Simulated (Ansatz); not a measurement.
Co₇Mo₆:
```
CELL_PARAMETERS angstrom
      2.34526     1.35403     8.37807
     -2.34526     1.35403     8.37807
      0.00000    -2.70807     8.37807
ATOMIC_POSITIONS crystal
  Co 0.09022 0.58921 0.09022
  Co 0.90978 0.41079 0.90978
  Co 0.09022 0.09022 0.58921
  Co 0.90978 0.90978 0.41079
  Co 0.58921 0.09022 0.09022
  Co 0.41079 0.90978 0.90978
  Co 0.00000 0.00000 0.00000
  Mo 0.83435 0.83435 0.83435
  Mo 0.16565 0.16565 0.16565
  Mo 0.65283 0.65283 0.65283
  Mo 0.34717 0.34717 0.34717
  Mo 0.45060 0.45060 0.45060
  Mo 0.54940 0.54940 0.54940
```
The run is spin-polarised; directions of the spins, atom by atom: 0 0 0 0 0 0 ↑ 0 0 0 0 0 0.

Relaxed with PBEsol. Special points in fractions of this cell's reciprocal vectors: Γ (0.000, 0.000, 0.000); T (0.500, 0.500, 0.500); H2 (0.816, 0.184, 0.500); H0 (0.500, -0.184, 0.184); L (0.500, 0.000, 0.000); S0 (0.342, -0.342, 0.000); S2 (0.658, 0.000, 0.342); F (0.500, 0.000, 0.500).

**Question.** List the band energies nearest the Fermi level at these points for the program Ansatz at the PBEsol level (PAW).

**Answer.** In eV from the Fermi level; about four levels below and three above (degenerate sets whole), none deeper than 8.9 eV; points with the same levels are listed once.

```
k                       below                above
----  -----------------------  -------------------
Γ ↑   -0.56 -0.56 -0.50 -0.50       0.16 0.16 0.42
T ↑   -0.63 -0.63 -0.15 -0.15  0.13 0.13 0.61 0.61
H2 ↑  -0.22 -0.18 -0.03 -0.02       0.35 0.39 0.53
L ↑   -0.31 -0.18 -0.17 -0.12       0.10 0.28 0.36
S0 ↑  -0.27 -0.18 -0.17 -0.05       0.05 0.21 0.41
F ↑   -0.40 -0.27 -0.26 -0.07       0.08 0.36 0.47
Γ ↓   -0.41 -0.41 -0.32 -0.32       0.32 0.32 0.44
T ↓   -0.55 -0.55 -0.41 -0.41  0.15 0.15 0.24 0.24
H2 ↓  -0.34 -0.23 -0.05 -0.02       0.10 0.23 0.25
L ↓   -0.29 -0.28 -0.24 -0.12       0.21 0.31 0.38
S0 ↓  -0.69 -0.37 -0.25 -0.07       0.11 0.17 0.18
F ↓   -0.21 -0.19 -0.18 -0.01       0.16 0.22 0.65
```

Space group R-3m. The first step of the workflow began from a Materials Project structure, measured or hypothetical; the Crystallography Open Database files this formula in space group No. 166, but the cells were not matched. Whether it is the stable phase at ambient conditions was not checked. Symmetry was held in the PBEsol relaxation; whether a distortion lowers the energy is not shown. Spin order of the final state: ferromagnetic, the only order run, not a proven ground state. Spin–orbit coupling is left out wherever it is not named.

Potentials: the later of the program's two PAW sets.
